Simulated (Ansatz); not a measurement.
Given:

CaTiO3:
```cif
data_CaO3Ti
_chemical_formula_sum 'Ca1 Ti1 O3'
_space_group_name_H-M_alt 'Pm-3m'
_space_group_IT_number 221
_space_group_name_Hall '-P 4 2 3'
_cell_length_a 3.80371
_cell_length_b 3.80371
_cell_length_c 3.80371
_cell_angle_alpha 90.000
_cell_angle_beta 90.000
_cell_angle_gamma 90.000
loop_
_atom_site_label
_atom_site_type_symbol
_atom_site_symmetry_multiplicity
_atom_site_Wyckoff_symbol
_atom_site_fract_x
_atom_site_fract_y
_atom_site_fract_z
_atom_site_occupancy
Ca1 Ca 1 b 0.50000 0.50000 0.50000 1
Ti1 Ti 1 a 0.00000 0.00000 0.00000 1
O1 O 3 d 0.00000 0.00000 0.50000 1
```

This is the LDA-relaxed structure.

Problem. All from DFT-LDA in the program Ansatz with PAW potentials, unless another level is named. Give the Debye temperature from the elastic constants.

Solution. 796 K.

Problem. Predict the highest zone-centre frequency (without LO–TO term).

Solution. 18.40 THz.

The workflow started from a Materials Project entry (that database holds measured and hypothetical structures alike); the Crystallography Open Database files this formula in space group No. 221, but the cells were not matched. Whether it is the stable phase at ambient conditions was not checked. The cell was relaxed with LDA under the symmetry of its start. At this level the phase is dynamically unstable (imaginary phonons). The run is not spin-polarised.

Potentials: the later of the program's two PAW sets.
